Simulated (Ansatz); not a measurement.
C in space group Imma (No. 74; C on 8g, C on 8h) under volume change, r²SCAN in the plane-wave PAW code Ansatz, shape and atoms relaxed at each volume.

```
V (Å³/atom)  E − E(relaxed) (meV/atom)     P (GPa)
-----------  -------------------------  ----------
7.048                             33.7       17.01
7.280                       (withheld)  (withheld)
7.513                              3.3        4.68
7.745                              0.0        0.00
7.977                              2.9       -3.89
8.210                             11.0       -7.15
8.442                       (withheld)  (withheld)
```

Q: What belongs in the gaps?

A: 
- 8.442, E − E(relaxed) (meV/atom): 23.4
- 8.442, P (GPa): -9.89
- 7.280, E − E(relaxed) (meV/atom): 14.0
- 7.280, P (GPa): 10.32

Q: What does a third-order Birch–Murnaghan fit give for V₀, B₀ and B′?

A: V₀ = 7.75 Å³/atom, B₀ = 142 GPa, B′ = 5.0.

The start of the workflow was typed in or built on a structure type; neither database checked (COD, Materials Project) lists it. It is not the phase usual at ambient conditions (space group No. 194, 227). The r²SCAN relaxation kept the symmetry of its start; its stability against distortions is not shown here.

Potentials: the later of the program's two PAW sets.
